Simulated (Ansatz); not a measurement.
BaTiO$_{3}$:
```
CELL_PARAMETERS angstrom
      2.84007     1.63971     2.33145
     -2.84007     1.63971     2.33145
      0.00000    -3.27943     2.33145
ATOMIC_POSITIONS crystal
  Ba 0.00127 0.00127 0.00127
  Ti 0.51474 0.51474 0.51474
  O  0.48823 0.97862 0.48823
  O  0.48823 0.48823 0.97862
  O  0.97862 0.48823 0.48823
```

Relaxed with r²SCAN.

Task: Give the Bader charges and basin volumes of the independent atoms, r²SCAN (plane waves, PAW; program Ansatz).

Result: 

```json
[
 {"atom": "Ba1", "Bader charge (e)": "+1.58", "Bader volume (Å³)": "20.6"},
 {"atom": "Ti2", "Bader charge (e)": "+2.29", "Bader volume (Å³)": "7.1"},
 {"atom": "O3", "Bader charge (e)": "-1.29", "Bader volume (Å³)": "12.5"}
]
```

Space group R3m. This is a known low-temperature phase of the composition, computed here at zero pressure and temperature. The cell was relaxed with r²SCAN under the symmetry of its start; its stability against distortions is not shown here. The run is not spin-polarised. Scalar-relativistic: spin–orbit coupling is off unless named, which matters more the heavier the elements.

Potentials: the later of the program's two PAW sets.
